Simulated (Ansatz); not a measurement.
Level of theory: DFT PBE, scalar-relativistic, plane waves, PAW in Ansatz. Settings: cutoff 420 eV, Γ-centred meshes spaced at most about 0.3 Å⁻¹, and about 0.25 Å⁻¹ or finer for metals (2π included), Gaussian smearing. No spin polarisation in the final relaxations.

These are static total energies at zero pressure.

Compare these two cells of ZnCd2Te3, each relaxed at this level.

A.

```cif
data_structure
_symmetry_space_group_name_H-M 'P4/mmm'
_symmetry_Int_Tables_number 123
_cell_length_a 4.2978
_cell_length_b 4.2978
_cell_length_c 10.6097
_cell_angle_alpha 90.000
_cell_angle_beta 90.000
_cell_angle_gamma 90.000
_cell_volume 195.98
loop_
_atom_site_label
_atom_site_type_symbol
_atom_site_symmetry_multiplicity
_atom_site_Wyckoff_symbol
_atom_site_fract_x
_atom_site_fract_y
_atom_site_fract_z
_atom_site_occupancy
Zn1 Zn 1 a 0.00000 0.00000 0.00000 1
Cd1 Cd 2 e 0.50000 0.00000 0.50000 1
Te1 Te 2 h 0.50000 0.50000 0.69675 1
Te2 Te 1 c 0.50000 0.50000 0.00000 1
```

B.

```cif
data_structure
_symmetry_space_group_name_H-M 'R-3m:H'
_symmetry_Int_Tables_number 166
_cell_length_a 7.5157
_cell_length_b 7.5157
_cell_length_c 10.6489
_cell_angle_alpha 90.000
_cell_angle_beta 90.000
_cell_angle_gamma 120.000
_cell_volume 520.93
loop_
_atom_site_label
_atom_site_type_symbol
_atom_site_symmetry_multiplicity
_atom_site_Wyckoff_symbol
_atom_site_fract_x
_atom_site_fract_y
_atom_site_fract_z
_atom_site_occupancy
Zn1 Zn 3 a 0.00000 0.00000 0.00000 1
Cd1 Cd 6 c 0.33333 0.66667 0.29520 1
Te1 Te 9 d 0.83333 0.16667 0.16667 1
```

**Question.** Which is lower in energy, and by how much?

**Answer.** B is lower, by 10 meV/atom. A has space group P4/mmm (No. 123), 32.7 Å³/atom and no gap on its mesh; B has space group R-3m (No. 166), 28.9 Å³/atom and no gap. Counting Te atoms around Cd and Zn (those within 1.25 times the shortest such distance or 1.15 times the sum of covalent radii, 1.27 where that leaves under three), A has Zn 4, Cd 4 and B has Zn 6, Cd 3. The denser one is the lower, and pressure would at first widen the difference. Even the lower one lies +0.05 eV/atom against the reference forms of the elements (uncorrected), so neither is stable at this level. Both come from invented guesses.

The k mesh leaves some 4 meV/atom of noise in the energy of each metallic cell. These runs have no spin–orbit coupling, which can matter for Te. Cells relaxed within their symmetry can be saddle points.
